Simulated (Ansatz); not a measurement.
Consider the following.

SiO$_{2}$:
```
SiO2
1.0
    4.94791     0.00000     0.00000
   -2.47396     4.28502     0.00000
    0.00000     0.00000     5.44078
Si O
3 6
Direct
  0.47032   0.00000   0.66667
  0.00000   0.47032   0.33333
  0.52968   0.52968   0.00000
  0.41252   0.26699   0.78548
  0.73301   0.14554   0.45215
  0.85446   0.58748   0.11882
  0.26699   0.41252   0.21452
  0.14554   0.73301   0.54785
  0.58748   0.85446   0.88118
```

This is the PBEsol-relaxed structure.

Problem. All from DFT-PBEsol in the program Ansatz with PAW potentials, unless another level is named. Estimate the electronic dielectric constant ε∞ (DFPT).

Solution. 2.49 (xx = yy), 2.52 (zz).

Problem. What about the largest static χ(2) component?

Solution. 0.94 pm/V.

Problem. Predict the Born charges (a third of the trace).

Solution. Si +3.37, O -1.68 e.

Space group P3_221. The cell was relaxed with PBEsol under the symmetry of its start.

Potentials: the later of the program's two PAW sets.
